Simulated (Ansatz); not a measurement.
# Si2Mo: from a starting cell to a relaxed one

The start is a relaxed Si2Mo cell shaken by Gaussian noise of σ = 0.08 Å a coordinate. The cell and all atomic positions are relaxed at zero pressure with PBEsol (plane waves to 420 eV, PAW, scalar-relativistic; Ansatz, a program for electronic structure). First-step values are on the input's coarse k-mesh.

Ansatz input (later rounds restart from its end on a renewed k-mesh):
Ansatz 0.2 input:
```yaml
crystal:
  lattice:
    - [6.2236839231, 0, 0]
    - [-3.1118419615, 5.3898683825, 0]
    - [0, 0, 6.2389654543]
  atoms:
    - { symbol: Mo, position: [0.5057147503, 0.0271589439, 0.5098725904] }
    - { symbol: Mo, position: [0.4968840644, 0.5078479613, 0.8411960376] }
    - { symbol: Mo, position: [0.0143251631, 0.4942926981, 0.1456164007] }
    - { symbol: Si, position: [0.1205942246, 0.2340733099, 0.0033891009] }
    - { symbol: Si, position: [0.8739827852, 0.0995409324, 0.3479409389] }
    - { symbol: Si, position: [0.785293222, 0.8800811966, 0.6578664121] }
    - { symbol: Si, position: [0.886333301, 0.7742691927, -0.0079788432] }
    - { symbol: Si, position: [0.1053294399, 0.8957788999, 0.3321279077] }
    - { symbol: Si, position: [0.2529695727, 0.1156290441, 0.6565319796] }
basis: { ecutwfc: 420, ecutrho_ratio: 4, xc_grid: 2, fft_grid_basis: typed }
kpoints: { mp_grid: { grid: [5, 5, 4] } }
hamiltonian:
  xc: pbesol
  dispersion: none
  pseudopotentials: { azcp: { folder: ./paw }, kind: paw }
scf: { occupations: { method: fermi_dirac, width: 0.05 } }
relax: { f_tol: 0.01, max_steps: 100, cell: { stress_tol: 0.02 } }
output: { forces: true, stress: true }
```

### Question
Which atoms feel the largest initial force, and how large is it?

### Answer
About 4.7 eV/Å, on Si9 (atoms numbered as listed).

### Question
How does the volume per atom move from start to end?

### Answer
-39.0 %, from 23.25 to 14.19 Å³/atom.

### Question
Does it find its way back to the structure it was made from?

### Answer
It does not go back: it reaches P1 (No. 1), 1.35 eV/atom below the parent.

### Question
How do the shortest distances between atoms change?

### Answer
The closest pairs of elements (up to four, under 3.6 Å), start → end: Mo–Si 2.12 → 2.41 Å; Si–Si 2.27 → 2.32 Å; Mo–Mo 3.52 → 2.98 Å.

### Question
Is the relaxed structure metallic? Give its gap.

### Answer
No gap (metallic).

### Question
Write out the relaxed structure.

### Answer

```
CELL_PARAMETERS angstrom
      4.69615     0.00000     0.00000
      1.30891     4.77026     0.00000
      2.23316    -0.14753     5.70018
ATOMIC_POSITIONS crystal
  Mo 0.25329 0.39408 0.65466
  Mo 0.62408 0.82063 0.70929
  Mo 0.70366 0.54461 0.19250
  Si 0.02624 0.82311 0.88858
  Si 0.10309 0.68890 0.33074
  Si 0.50147 0.06100 0.31433
  Si 0.19262 0.14180 0.04970
  Si 0.89625 0.23095 0.47156
  Si 0.65787 0.30768 0.87521
```

Final values are on a 11×10×8 k-mesh of the relaxed cell. No spin polarisation in the result.

Of the parent cell (P6₂22 (No. 180)): The first start was generated by placing the elements on the sites of a structure type. Materials Project lists a structure of Si2Mo in the same space group, P6₂22 (No. 180); the sites were not compared with it, nor with measured phases. Known forms of Si2Mo include space group No. 139.

The relaxed structure here is a generated cell of Si2Mo: the first start was made by placing the elements on the sites of a structure type, and the end was not matched to a known phase here, so it may be hypothetical. Known forms of Si2Mo include space group No. 139.
